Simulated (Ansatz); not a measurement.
The relaxed structure here is a generated cell of Ag: the first start was made by placing the elements on the sites of a structure type, and the end was not matched to a known phase here, so it may be hypothetical. Known forms of Ag include space group No. 225.

A relaxed cell of Ag (Pm-3n (No. 223)), relaxed on a k-mesh at least as fine as the one used below. Method: r2SCAN (plane waves to 500 eV, PAW, scalar-relativistic; Ansatz, a quantum-chemistry and plane-wave program). Γ-centred k-mesh 6×6×6 on the run's cell (coarser than for final values), Fermi–Dirac smearing 0.05 eV.

```
CELL_PARAMETERS angstrom
      5.22682     0.00000     0.00000
      0.00000     5.22682     0.00000
      0.00000     0.00000     5.22682
ATOMIC_POSITIONS crystal
  Ag 0.25000 0.00000 0.50000
  Ag 0.75000 0.00000 0.50000
  Ag 0.00000 0.50000 0.25000
  Ag 0.00000 0.50000 0.75000
  Ag 0.50000 0.25000 0.00000
  Ag 0.50000 0.75000 0.00000
  Ag 0.00000 0.00000 0.00000
  Ag 0.50000 0.50000 0.50000
```

The atoms are displaced by (Å):

```
atom      ux      uy      uz
----  ------  ------  ------
Ag1   -0.020  -0.013   0.022
Ag2   -0.125   0.021  -0.094
Ag3    0.041  -0.167  -0.002
Ag4    0.038   0.092   0.111
Ag5    0.014  -0.092   0.080
Ag6   -0.060  -0.061  -0.118
Ag7   -0.010   0.095  -0.072
Ag8    0.120   0.051   0.032
```

Task: What forces (eV/Å) and pressure result?

Result: 
```
atom     Fx     Fy     Fz
----  -----  -----  -----
Ag1   -1.05  -0.01  -0.08
Ag2    1.30   0.03   0.03
Ag3    0.10   0.30   1.28
Ag4    0.04   0.18  -1.29
Ag5   -0.05   0.47   0.02
Ag6    0.05  -0.13   0.29
Ag7   -0.06  -0.56   0.05
Ag8   -0.32  -0.28  -0.29
```

Pressure +1.4 GPa.

Task: Estimate the energy cost of the displacement in the harmonic approximation and compare with the calculation.

Result: For a harmonic well ΔE = −½ Σ F·u = 0.255 eV a cell, or 32 meV/atom. The calculated energy relative to the undisplaced cell is +0.04 eV/atom, so the harmonic estimate holds well.

The undisplaced cell is probably no minimum: from this displacement the run went on to R-3c (No. 167), 0.02 eV/atom below it.

No spin polarisation in the result.
